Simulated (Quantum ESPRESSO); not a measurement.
# Planted mistakes on one cell of GaMg2O3Cl

The results below are calculated, not measured. They come from pw.x of Quantum ESPRESSO 7.5, a plane-wave density functional program, with PseudoDojo standard norm-conserving files (v0.5 for PBE, v0.4.1 for LDA and PBEsol). The cells are made up: elements, strain and atom displacements were drawn at random, and nothing was relaxed. There is no spin polarisation, spin-orbit coupling or dispersion term.

The cell has 8 sites of a zincblende or diamond lattice. Sites 1 to 4 hold Ga Mg empty Mg; sites 5 to 8 hold O O O Cl. Cell vectors in Å: (4.700, -0.005, -0.040); (-0.005, 4.749, 0.050); (-0.040, 0.050, 4.868). Settings: PBE, cutoff 1143 eV, 4 x 4 x 4 k mesh shifted by half a step, Fermi-Dirac smearing of 0.025 eV.

The intended run has a self-consistency threshold of 1e-07 eV, a smearing term of 0.000 eV, a pressure of 2.42 GPa and 13 iterations. Each further run changes one thing: all lengths scaled by 1.0051; atoms of sites 4 and 5 exchanged; cutoff 709 eV; files of PBEsol; k mesh 2 x 2 x 2; one electron added; smearing 0.59 eV; threshold 0.08 eV. A coarse mesh keeps the shift, and a charged cell sits in a uniform background.

```
run  change of free energy (eV)  smearing term -TS (eV)  change of P (GPa)  largest change of a force component (eV/Å)  iterations
  A                       0.034                   0.000               0.10                                       0.017          12
  B                      10.880                  -0.015              15.36                                       9.583          14
  C                       0.008                   0.000              -0.75                                       0.165           6
  D                       7.724                  -0.005              21.87                                       1.237          12
  E                      13.656                   0.000              -2.86                                       0.173          12
  F                      -0.224                  -0.877               1.51                                       0.219          11
  G                      10.307                   0.000             -97.94                                       0.071          11
  H                      -0.019                   0.000              -1.34                                       0.204          12
```

A rerun of the intended cell at 1437 eV and k mesh 6 x 6 x 6 moved values by no more than 0.003 eV in the cell's energy, 0.03 GPa in stress and 0.003 eV/Å in force.

Question: which change belongs to which run?

## Worked reading

Run C has the fewest iterations, as a run stopped early does. Run F has the largest smearing term, as wide smearing gives. Run G has a higher energy and the largest fall in pressure, as too small a basis gives. Run H changes the volume by a factor of 1.0154; minus its pressure change over the logarithm of that factor, 88 GPa, is a rough bulk modulus with clamped atoms. Energies from files of another functional, or of a charged cell, have another zero and say nothing on stability; the pressure of a charged cell rests on the program's zero of potential too.

## Key

```
run                            change
  A                  k mesh 2 x 2 x 2
  B  atoms of sites 4 and 5 exchanged
  C                 threshold 0.08 eV
  D                one electron added
  E                   files of PBEsol
  F                  smearing 0.59 eV
  G                     cutoff 709 eV
  H      all lengths scaled by 1.0051
```